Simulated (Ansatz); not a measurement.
**Question.** GaMo3N (anti-perovskite, space group No. 221) is relaxed with DFT-PBEsol in the program Ansatz with PAW potentials. What lattice parameters of the conventional cell result?

**Answer.** a = 4.062 Å.

**Question.** Is it a metal or does it have a gap at this level?

**Answer.** No gap at this level.

Space group Pm-3m (anti-perovskite). The start of the workflow was typed in or built on a structure type; neither database checked (COD, Materials Project) lists it. Whether it is the stable phase at ambient conditions was not checked. Symmetry was held in the PBEsol relaxation; phonons show weakly imaginary modes. The workflow began spin-polarised and lost its moments. Spin–orbit coupling is left out wherever it is not named.

Potentials: the later of the program's two PAW sets.
